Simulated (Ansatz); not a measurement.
Input:

ZnSnN$_{2}$:
```
CELL_PARAMETERS angstrom
      1.56897     0.90584     5.08113
     -1.56897     0.90584     5.08113
      0.00000    -1.81169     5.08113
ATOMIC_POSITIONS crystal
  Sn 0.00000 0.00000 0.00000
  Zn 0.50000 0.50000 0.50000
  N  0.25236 0.25236 0.25236
  N  0.74764 0.74764 0.74764
```

This is the LDA-relaxed structure. Cartesian axes are those of the cell as given.

Task: All from DFT-LDA in the program Ansatz with PAW potentials, unless another level is named. Estimate the formation energy from the elements (no fitted shifts).

Result: 70 meV/atom.

Task: And the smallest direct gap on the standard path?

Result: 0.74 eV.

Task: Give the band gap.

Result: 0.68 eV (indirect).

Task: Give the conduction-band minimum.

Result: at F (3 equivalent valleys).

Task: And the valence-band maximum?

Result: off the standard path, at k = (0.172, -0.227, -0.055) in fractions of the reciprocal vectors.

Space group R-3m. The cell is a constructed one: a structure type filled with these elements; neither database checked (COD, Materials Project) lists it. Its standing as an ambient phase is unchecked. The cell was relaxed with LDA under the symmetry of its start; whether a distortion lowers the energy is not shown. The references are the lowest solids computed at this level, not always the standard phases (solids in place of the gases). Scalar-relativistic: spin–orbit coupling is off unless named, which matters more the heavier the elements.

Potentials: the later of the program's two PAW sets.
